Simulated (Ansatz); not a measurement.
A trial structure of GeCl2 was built thus: random cell by space group and Wyckoff sites (P6mm, No. 183). Its size is a rough estimate.

```cif
data_structure
_symmetry_space_group_name_H-M 'P6mm'
_symmetry_Int_Tables_number 183
_cell_length_a 3.3535
_cell_length_b 3.3535
_cell_length_c 5.7358
_cell_angle_alpha 90.000
_cell_angle_beta 90.000
_cell_angle_gamma 120.000
_cell_volume 55.86
loop_
_atom_site_label
_atom_site_type_symbol
_atom_site_symmetry_multiplicity
_atom_site_Wyckoff_symbol
_atom_site_fract_x
_atom_site_fract_y
_atom_site_fract_z
_atom_site_occupancy
Ge1 Ge 1 a 0.00000 0.00000 0.97454 1
Cl1 Cl 2 b 0.33333 0.66667 0.65656 1
```

Theory: DFT PBE, scalar-relativistic, plane waves, PAW in Ansatz 0.2.0. Cutoff 420 eV, Gaussian smearing, Γ-centred meshes. Cell and atoms relax first on a coarse mesh and then on a converged one. In between, the cell is made exact in the group found at 0.06 Å. The steps can't lower the symmetry of their start. No spin polarisation.

A guess keeps its type if space group and coordination stay and the shape of the cell changes little (axis ratios within about 15 %, angles within 6°); the volume may change.

Question: Will the relaxed cell still be of the starting type?

Answer: It doesn't keep its type. The symmetry goes from P6mm (No. 183) to P6/mmm (No. 191). The volume per atom grows by 152.5 %, from 18.6 to 47.0 Å³. The shortest distance goes from 1.94 Å (Cl–Cl) to 2.88 Å (Ge–Cl and Cl–Cl). Counting neighbours within 15 % of an atom's shortest distance, the start has Cl 3, Ge 6 and the end Cl 6, Ge 6. In detail, at the end Ge has 6 Cl at 2.88 Å; around Cl lie 3 Cl at 2.88 Å and 3 Ge at 2.88 Å.

```cif
data_structure
_symmetry_space_group_name_H-M 'P6/mmm'
_symmetry_Int_Tables_number 191
_cell_length_a 4.9839
_cell_length_b 4.9839
_cell_length_c 6.5561
_cell_angle_alpha 90.000
_cell_angle_beta 90.000
_cell_angle_gamma 120.000
_cell_volume 141.03
loop_
_atom_site_label
_atom_site_type_symbol
_atom_site_symmetry_multiplicity
_atom_site_Wyckoff_symbol
_atom_site_fract_x
_atom_site_fract_y
_atom_site_fract_z
_atom_site_occupancy
Ge1 Ge 1 b 0.00000 0.00000 0.50000 1
Cl1 Cl 2 d 0.33333 0.66667 0.50000 1
```

Energies over the elements count from the elements' standard structures at the same level (Cl₂ as a molecule), with no fitted energy shifts.

Question: At what energy does it end?

Answer: −0.146 eV/atom.

The last run used a 12×12×6 mesh (in the run's order of axes) for its 3-atom cell and Gaussian smearing of 0.02 eV. No dispersion correction is applied, so the spacing and binding between layers, chains or molecules are poorly described. Symmetry constrained the relaxation, so the result can be a saddle point. Another cell of GeCl2 relaxed alike, in Fd-3m, lies 0.56 eV/atom lower, so this cell isn't the stable form at this level.
